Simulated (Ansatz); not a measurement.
**SrB3Pd2: rattling a relaxed structure**

It was reached by relaxing an invented guess, and it needn't be the stable form of this composition.

Level of theory: DFT PBE, scalar-relativistic, plane waves, PAW in Ansatz 0.2.0. Cutoff 420 eV; k points 6×6×10 on the computed 6-atom cell (Γ-centred); Gaussian smearing, width 0.10 eV; no spin polarisation.

The cell below (6 atoms, space group Cmmm (No. 65)) is relaxed within its symmetry.

```yaml
crystal:
  lattice:
    - [2.92563, -4.21298, 0.00000]
    - [2.92563, 4.21298, 0.00000]
    - [0.00000, 0.00000, 3.06883]
  atoms:
    - { symbol: Sr, position: [0.50000, 0.50000, 0.00000] }
    - { symbol: B, position: [0.10781, 0.89219, 0.00000] }
    - { symbol: B, position: [0.89219, 0.10781, 0.00000] }
    - { symbol: B, position: [0.00000, 0.00000, 0.50000] }
    - { symbol: Pd, position: [0.00000, 0.50000, 0.50000] }
    - { symbol: Pd, position: [0.50000, 0.00000, 0.50000] }
```

For the test a repeat of it with 12 atoms (edges 3.07, 5.13, 9.74 Å) was strained at random (σ = 1.5 % a component), the atoms were moved at random (σ = 0.05 Å), and all was relaxed again on a coarse 8×4×2 mesh (in the run’s order of axes) with 0.20 eV smearing, with no symmetry imposed.

**Question.** Does it come back?

**Answer.** It returns, within 1 meV/atom of the unmoved cell on that mesh and with the same symmetry when read at 0.1 Å (Pm at 0.01 Å, so small strains and shifts remain). No instability shows in this cell; modes of other wave vectors, which need another repeat, aren't tested.
